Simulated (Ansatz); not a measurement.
Input and command of a calculation in Ansatz (plane waves; scalar-relativistic PAW potentials unless the input names others):

```yaml
crystal:
  lattice:
    - [0.0, 3.8400212558, 3.8400212558]
    - [3.8400212558, 0.0, 3.8400212558]
    - [3.8400212558, 3.8400212558, 0.0]
  atoms:
    - { symbol: Mg, position: [0.5, 0.5, 0.5] }
    - { symbol: Zr, position: [0.0, 0.0, 0.0] }
    - { symbol: F, position: [0.7389368031, 0.2610631969, 0.2610631969] }
    - { symbol: F, position: [0.2610631969, 0.7389368031, 0.7389368031] }
    - { symbol: F, position: [0.2610631969, 0.7389368031, 0.2610631969] }
    - { symbol: F, position: [0.7389368031, 0.2610631969, 0.7389368031] }
    - { symbol: F, position: [0.2610631969, 0.2610631969, 0.7389368031] }
    - { symbol: F, position: [0.7389368031, 0.7389368031, 0.2610631969] }
basis:
  ecutwfc: "350 eV"
kpoints:
  mp_grid: { grid: [6, 6, 6] }
hamiltonian:
  xc: pbesol
scf:
  occupations: { method: gaussian, width: 0.02 }
output:
  forces: true
  eigenvalues: true
  stress: true
```

```bash
ansatz run input.yaml --threads 1 --pin off --max-ram 2560MiB --backend cpu --events-out ev --progress --plain --runs-dir out
```

Abridged log:
```
Warning: basis.ecutwfc = 350 eV is below the records' recommended 420 eV, and the density's cutoff is lower with it unless basis.ecutrho_ratio is high enough to keep the records' density cutoff: compare with a run at a higher cutoff
Basis set: ecut = 350 eV, 1687 PW (Γ), exchange–correlation on 72×72×72 points (8 copies of the dense FFT grid, shifted against one another)
Bands: 40, of which v1, the nominal top of the filled ones, is band 32 counted from 1 (31 counted from 0)
Symmetry: 48 space group operations
k-points: 16 of 216
SCF iter   1: F=—  HF=-10854.701688 eV  |F-HF|=—  |Δ(HF+E_count)|=         —  Δρ=2.01e-2  dr2=2.14e-1  ethr=1.77e-3  ⟨swp⟩=6.9  Hψ=2587  notcnv=0
SCF iter   2: F=—  HF=-10854.641004 eV  |F-HF|=—  |Δ(HF+E_count)|=   6.07e-2  Δρ=3.84e-3  dr2=1.10e-2  ethr=3.34e-4  ⟨swp⟩=2.0  Hψ=1223  notcnv=0  defer=31
SCF iter   3: F=—  HF=-10854.639881 eV  |F-HF|=—  |Δ(HF+E_count)|=   1.12e-3  Δρ=1.79e-3  dr2=7.63e-4  ethr=1.72e-5  ⟨swp⟩=2.0  Hψ=1047  notcnv=0  defer=15
automatic band count: iteration 3 solves 39 bands in place of 40: the levels show a gap, and the empty bands left out lie too high to hold charge; the band table lists the bands solved (type scf.n_extra_bands for more)
SCF iter   4: F=—  HF=-10854.640740 eV  |F-HF|=—  |Δ(HF+E_count)|=   8.59e-4  Δρ=2.03e-4  dr2=2.14e-5  ethr=1.19e-6  ⟨swp⟩=2.1  Hψ=1194  notcnv=0  defer=15
SCF iter   5: F=—  HF=-10854.640756 eV  |F-HF|=—  |Δ(HF+E_count)|=   1.57e-5  Δρ=4.09e-5  dr2=1.18e-6  ethr=3.35e-8  ⟨swp⟩=2.2  Hψ=1101  notcnv=0  defer=15
SCF iter   6: F=-10854.640756 eV  HF=-10854.640756 eV  |F-HF|=4.76e-8  |Δ(HF+E_count)|=   3.22e-8  Δρ=7.19e-6  dr2=7.68e-8  ethr=1.56e-10  ⟨swp⟩=7.5  Hψ=2892  notcnv=0
SCF 1 converged in 6 iterations: F = -10854.640756 eV  dr2 = 7.68e-8
SCF converged after 6 iterations
Free energy (F): -10854.640756 eV
Harris-Foulkes:  -10854.640756 eV  (|F-HF|=4.76e-8)
Internal energy: -10854.640756 eV  (E = F + TS)
E sigma→0 (E₀):  -10854.640756 eV
Fermi energy:    4.179232 eV
--- Forces (eV/Å), atoms counted from 1 ---
  atom   1  Mg     0.00000000     0.00000000     0.00000000
  atom   2  Zr     0.00000000     0.00000000     0.00000000
  atom   3  F     -1.68781619     0.00000000     0.00000000
  atom   4  F      1.68781619     0.00000000     0.00000000
  atom   5  F      0.00000000    -1.68781619     0.00000000
  atom   6  F      0.00000000     1.68781619     0.00000000
  atom   7  F      0.00000000     0.00000000    -1.68781619
  atom   8  F      0.00000000     0.00000000     1.68781619
--- Stress (GPa, compression-positive) ---
        9.609023       0.000000       0.000000
        0.000000       9.609023       0.000000
        0.000000       0.000000       9.609023
  P = ⅓ Tr σ = 9.6090 GPa (96.090 kbar)
```

Apart from outputs and empty bands, the input differs from a reference run on usual settings in basis.ecutwfc: 420 → "350 eV". The reference, at the same geometry (not necessarily relaxed), gave pressure 9.65 GPa, largest force 1.717 eV/Å, gap on the mesh 6.76 eV. This run converged in 6 SCF iterations (reference: 6) with an energy at zero smearing 88.99 meV/atom above the reference's, pressure 9.61 GPa, largest force 1.688 eV/Å, gap on the mesh 6.76 eV. Its cutoff is looser than usual, and the result moved.

The run took 3.3 s on 1 thread of Arm Neoverse V1 (shared host), peak memory 0.35 GiB.